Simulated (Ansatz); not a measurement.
**Nb3Sn (A15, Cr3Si type): frozen-phonon scan**

Nb3Sn (A15, Cr3Si type)

```
CELL_PARAMETERS angstrom
      5.31932     0.00000     0.00000
      0.00000     5.31932     0.00000
      0.00000     0.00000     5.31932
ATOMIC_POSITIONS crystal
  Nb 0.25000 0.00000 0.50000
  Nb 0.75000 0.00000 0.50000
  Nb 0.00000 0.50000 0.25000
  Nb 0.00000 0.50000 0.75000
  Nb 0.50000 0.25000 0.00000
  Nb 0.50000 0.75000 0.00000
  Sn 0.00000 0.00000 0.00000
  Sn 0.50000 0.50000 0.50000
```

The atoms are displaced by Q × the pattern below (from a DFPT mode at Γ, largest move 1; Q in Å), at fixed cell. It is one choice among 2 degenerate patterns.

| atom | x | y | z |
|---|---|---|---|
| Nb1 | -0.354 | 0.000 | 0.000 |
| Nb2 | 0.354 | 0.000 | 0.000 |
| Nb3 | 0.000 | 0.000 | 1.000 |
| Nb4 | 0.000 | 0.000 | -1.000 |
| Nb5 | 0.000 | -0.646 | 0.000 |
| Nb6 | 0.000 | 0.646 | 0.000 |

Atoms not listed stay in place.

The numbers are results of PBE (plane waves to 420 eV, PAW, scalar-relativistic; Ansatz, an electronic-structure program), not measurements. k mesh 9×9×9 (Γ-centred), Fermi-Dirac smearing 0.05 eV. The energy includes the smearing's −TS. Compression counts positive. Left out: 6 of 13 points, with atoms too close for the PAW data. With partly filled bands, energies and forces of such displacements shift with the k mesh and the smearing. Nb3Sn is run without spin polarisation. Nb3Sn was relaxed with its symmetry unable to fall. The zero of ΔE is the undisplaced structure.

```tsv
Q (Å)	ΔE (meV/cell)	P (GPa)	−dE/dQ from forces (eV/Å)
-0.090	112	0.5	3.354
-0.060	38	0.1	1.639
-0.030	7	0.0	0.542
0.000	0	0.0	0.000
0.030	7	0.0	-0.544
0.060	38	0.1	-1.560
0.090	106	0.4	-3.070
```

Derived quantities:

The energy at Q = 0.090 Å is 106 meV/cell. Space group of the distorted cell: Pmmm (No. 47), lowered from Pm-3n. Symmetry of the curve: not even: the negative side lies higher at ±0.090 Å. Shape of the curve: a single well with its minimum at or next to zero displacement.

The 13 points together took around 7 core-minutes (rough).

(For displaced atoms, the force is minus the slope of the energy, and its curvature is a force constant, which sets phonon frequencies.)
